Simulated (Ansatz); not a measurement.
A relaxed cell of HfSbAu4 is given with its symmetry left out. The cell was found from a structure generator's guess, not taken from experiment.

These are results of DFT PBE, scalar-relativistic, plane waves, PAW in Ansatz, not measurements. Cutoff 420 eV, Γ-centred mesh, Gaussian smearing, no spin polarisation.

```
Hf Sb Au
1.0
     0.00000    3.93147    3.93147
     3.93147    0.00000    3.93147
     3.93147    3.93147    0.00000
Hf Sb Au
1 1 4
Direct
  0.50000 0.50000 0.50000
  0.75000 0.75000 0.75000
  0.62390 0.12537 0.12537
  0.12537 0.62390 0.12537
  0.12537 0.12537 0.62390
  0.12537 0.12537 0.12537
```

Energies over the elements count from the elements' standard structures at the same level, with no fitted energy shifts.

(1) Find its symmetry and describe it.

(2) What is its formation energy per atom?

(3) Is it a metal?

Answers

(1) F-43m (No. 216). Conventional cell: a = 7.863 Å. Around Hf lie 12 Au at 3.26 Å and 4 Sb at 3.40 Å; around Sb lie 12 Au at 3.26 Å and 4 Hf at 3.40 Å; Au has 6 Au at 2.77–2.79 Å, 3 Hf at 3.26 Å and 3 Sb at 3.26 Å.

(2) −0.02 eV/atom. The formation energy is too near zero to say whether this cell lies below the elements.

(3) Yes, bands cross the Fermi level on the 8×8×8 mesh.

The last run used an 8×8×8 mesh for its 6-atom cell and Gaussian smearing of 0.10 eV. For metals, differences of a few meV/atom aren't resolved. These runs have no spin–orbit coupling, which can matter for Au, Hf and Sb. A structure relaxed within its symmetry needn't be a true minimum.
